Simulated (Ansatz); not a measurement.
**Question.** P (diamond, Fd-3m) is relaxed with PBE in the plane-wave PAW code Ansatz. What lattice parameters of the conventional cell result?

**Answer.** a = 5.496 Å.

**Question.** Is it a metal or does it have a gap at this level?

**Answer.** No gap at this level.

The start of the workflow was typed in or built on a structure type; neither database checked (COD, Materials Project) lists it. It is not the phase usual at ambient conditions (space group No. 64). The cell was relaxed with PBE under the symmetry of its start; whether a distortion lowers the energy is not shown.

Potentials: the earlier of the program's two PAW sets.
